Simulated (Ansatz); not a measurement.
## MoSi₂

**What was measured.** “Giant magnetoresistance, Fermi surface topology, Shoenberg effect and vanishing quantum oscillations in type-II Dirac semimetal candidates MoSi2 and WSi2”, 2022, arxiv:2202.05362 reports, for a powder of MoSi2: lattice constant a 3.20519 Å; lattice constant c 7.84461 Å.

The computed numbers are results of r²SCAN, scalar-relativistic (no spin polarisation) in the plane-wave PAW code Ansatz at 500 eV, Γ-centred 14×14×14 mesh, 0.05 eV Gaussian smearing; PAW files: Ansatz's generated set soft_2.

```
CELL_PARAMETERS angstrom
-1.60104 1.60104 3.90839
1.60104 -1.60104 3.90839
1.60104 1.60104 -3.90839
ATOMIC_POSITIONS crystal
Si 0.33528 0.33528 0.00000
Si 0.66472 0.66472 0.00000
Mo 0.00000 0.00000 0.00000
```

The chain of runs began from a cell as deposited in COD, expanded in volume.

The cell above was scaled in volume, and shape and atoms were relaxed at each volume within its symmetry. Energies are counted from the cell above.

The cell is relaxed to zero pressure at this level.

| V (Å³/atom) | ΔE (meV/atom) | P (GPa) |
| --- | --- | --- |
| 12.82 | 15.6 | 9.7 |
| 13.09 | 3.8 | 4.6 |
| 13.36 | 0.0 | 0.0 |
| 13.63 | 3.5 | -4.1 |
| 13.89 | 13.5 | -7.8 |
| 14.29 | 39.3 | -12.6 |

Problem. What do the points give for the equilibrium volume, the bulk modulus and its pressure derivative (third-order Birch–Murnaghan)?

Solution. V0 = 13.36 Å³/atom, B0 = 218 GPa, B0′ = 4.5.

B0·V0 = 217.6 GPa × 13.36 Å³ = 18.14 eV/atom sets the scale: near the minimum ΔE ≈ ½ B0 V0 x², with x = V/V0 − 1, and a pressure of 2.2 GPa squeezes the volume by about 1 %. At the ends of the curve: x = −4.0 % predicts 14.5 meV/atom and the run gives 15.6; x = +7.0 % predicts 44.5 meV/atom and the run gives 39.3. Compression costs more and expansion less than the parabola says, since the crystal stiffens as it shrinks; B0′ measures that.

**Against experiment.** Against the measured lattice constant a of MoSi2, 3.20519 Å (powder; “Giant magnetoresistance, Fermi surface topology, Shoenberg effect and vanishing quantum oscillations in type-II Dirac semimetal candidates MoSi2 and WSi2”, 2022, arxiv:2202.05362), the calculated 3.202 Å is off by -0.1 %. Against the measured lattice constant c of MoSi2, 7.84461 Å (powder; “Giant magnetoresistance, Fermi surface topology, Shoenberg effect and vanishing quantum oscillations in type-II Dirac semimetal candidates MoSi2 and WSi2”, 2022, arxiv:2202.05362), the calculated 7.817 Å is off by -0.4 %. The calculation is for a static lattice, without zero-point motion or thermal expansion.
